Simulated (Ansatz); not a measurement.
# YSi2Pd2: reading a single point

```
CELL_PARAMETERS angstrom
0.00000 3.94757 0.00000
3.94757 0.00000 0.00000
1.97378 1.97378 -5.09209
ATOMIC_POSITIONS crystal
Si 0.37500 0.37500 0.25000
Si 0.62500 0.62500 0.75000
Pd 0.75000 0.25000 0.50000
Pd 0.25000 0.75000 0.50000
Y 0.00000 0.00000 0.00000
```

Single point in Ansatz 0.2.0 with r2SCAN, no spin polarisation. Cutoff 500 eV, PAW datasets, 9×9×9 Γ-centred k mesh, fermi-dirac filling (width 0.1 eV).

**Question.** Which atom feels the largest force, and which way?

**Answer.** The largest is on Si1 (and as large on other atoms): 2.35 eV/Å, components (0.00, 0.00, 2.35). It makes 123° with the line to a nearest neighbour, Pd3 at 2.35 Å.

**Question.** Is there a gap?

**Answer.** It is a metal, with about 2.7 states/eV a cell as the mean within 0.25 eV of the Fermi level, mostly Si p (31 %), Y d (30 %) and Pd d (29 %).

**Question.** How is the charge shared?

**Answer.** Bader charges in e: Y +1.71, Si +0.17, Pd -1.02. In the mean Y gives up most and Pd takes most.

**Question.** What does the stress say?

**Answer.** The pressure is 14.5 GPa (compression positive), so with the atoms held at these fractions the cell would first expand; the forces are large, so a full relaxation may end otherwise. The principal stresses 5.7, 18.9, 18.9 GPa differ, so its shape would change too.

Origin: a known structure type with other elements, at an estimated volume, so it need not be a known compound. Caveats: atoms or cell far from equilibrium.
